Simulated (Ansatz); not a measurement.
BaTe:
```
CELL_PARAMETERS angstrom
      0.00000     3.53156     3.53156
      3.53156     0.00000     3.53156
      3.53156     3.53156     0.00000
ATOMIC_POSITIONS crystal
  Ba 0.00000 0.00000 0.00000
  Te 0.50000 0.50000 0.50000
```

Relaxed with r²SCAN. Special points in fractions of this cell's reciprocal vectors: Γ (0.000, 0.000, 0.000); X (0.500, 0.000, 0.500); U (0.625, 0.250, 0.625); K (0.375, 0.375, 0.750); L (0.500, 0.500, 0.500); W (0.500, 0.250, 0.750).

List the band energies nearest the valence-band maximum at these points for the program Ansatz at the r²SCAN level (PAW).

In eV from the valence-band maximum; about four levels below and three above (degenerate sets whole), none deeper than 8.9 eV; points with the same levels are listed once.

| k | below | above |
|---|---|---|
| Γ | 0.00 0.00 0.00 | 3.43 3.43 3.43 |
| X | -1.08 -0.36 -0.36 | 2.00 4.97 5.31 |
| U | -1.16 -1.00 -0.70 | 3.02 5.43 5.66 |
| L | -2.08 -1.01 -1.01 | 4.56 5.26 5.42 5.42 |
| W | -1.17 -0.88 -0.88 | 3.94 3.94 5.42 |

Space group Fm-3m (rock salt). Symmetry was held in the r²SCAN relaxation; of distortions, only those at the zone centre were tested. Spin–orbit coupling is left out wherever it is not named.

Potentials: the later of the program's two PAW sets.
